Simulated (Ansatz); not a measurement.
A geometry of KTaO₃ away from equilibrium: step 4 of the relaxation of a relaxed KTaO3 cell displaced along its unstable phonon at q = Γ (136i cm⁻¹), largest move 0.15 Å. The numbers are results of PBEsol (plane waves to 420 eV, PAW, scalar-relativistic; Ansatz, a quantum-chemistry and plane-wave program), not measurements. Γ-centred k-mesh 5×5×5 on the run's cell (coarser than for final values), Fermi–Dirac smearing 0.05 eV. The plane waves were selected for a different cell earlier on the path.

```
KTaO3
1.0
    6.10929     0.00000     0.00000
   -3.05465     5.29080     0.00000
    0.00000     0.00000     5.42645
K Ta O
2 2 6
Direct
  0.33333   0.66667   0.75000
  0.66667   0.33333   0.25000
  0.00000   0.00000   0.00000
  0.00000   0.00000   0.50000
  0.18379   0.27130   0.25000
  0.72870   0.91249   0.25000
  0.08751   0.81621   0.25000
  0.91249   0.72870   0.75000
  0.27130   0.18379   0.75000
  0.81621   0.08751   0.75000
```

Q: What forces act on the atoms (eV/Å)?

A: 
```json
[
 {"atom": "K1", "Fx": "0.00", "Fy": "0.00", "Fz": "0.00"},
 {"atom": "K2", "Fx": "0.00", "Fy": "0.00", "Fz": "0.00"},
 {"atom": "Ta3", "Fx": "0.00", "Fy": "0.00", "Fz": "0.00"},
 {"atom": "Ta4", "Fx": "0.00", "Fy": "0.00", "Fz": "0.00"},
 {"atom": "O5", "Fx": "0.28", "Fy": "0.21", "Fz": "0.00"},
 {"atom": "O6", "Fx": "-0.32", "Fy": "0.14", "Fz": "0.00"},
 {"atom": "O7", "Fx": "0.04", "Fy": "-0.35", "Fz": "0.00"},
 {"atom": "O8", "Fx": "0.28", "Fy": "-0.21", "Fz": "0.00"},
 {"atom": "O9", "Fx": "0.04", "Fy": "0.35", "Fz": "0.00"},
 {"atom": "O10", "Fx": "-0.32", "Fy": "-0.14", "Fz": "0.00"}
]
```

The path ends in P-62c (No. 190). No spin polarisation in the result.

The run could not lose the symmetry of its start: the end is stationary, and may be a saddle point rather than a minimum.

The end of the path is a generated cell of KTaO3: the first start was made by placing the elements on the sites of a structure type, and the end was not matched to a known phase here, so it may be hypothetical. Known forms of KTaO3 include space group No. 221.
